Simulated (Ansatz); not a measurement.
Given:

Mo (simple cubic, Pm-3m), a = b = c = 2.604 Å, α = β = γ = 90.00°.

This is the PBE-relaxed structure.

**Question.** All from PBE in the plane-wave PAW code Ansatz, unless another level is named. Estimate the density of states at the Fermi level.

**Answer.** 1.4 states/eV per atom (mean over ±0.08 eV).

**Question.** What about the gap with spin–orbit coupling?

**Answer.** none (metallic).

A made-up cell: these elements were put on the sites of a structure type; neither database checked (COD, Materials Project) lists it. It is not the phase usual at ambient conditions (space group No. 229). The cell was relaxed with PBE under the symmetry of its start; whether a distortion lowers the energy is not shown. No spin polarisation was allowed. Scalar-relativistic: spin–orbit coupling is off unless named, which matters more the heavier the elements.

Potentials: the later of the program's two PAW sets.
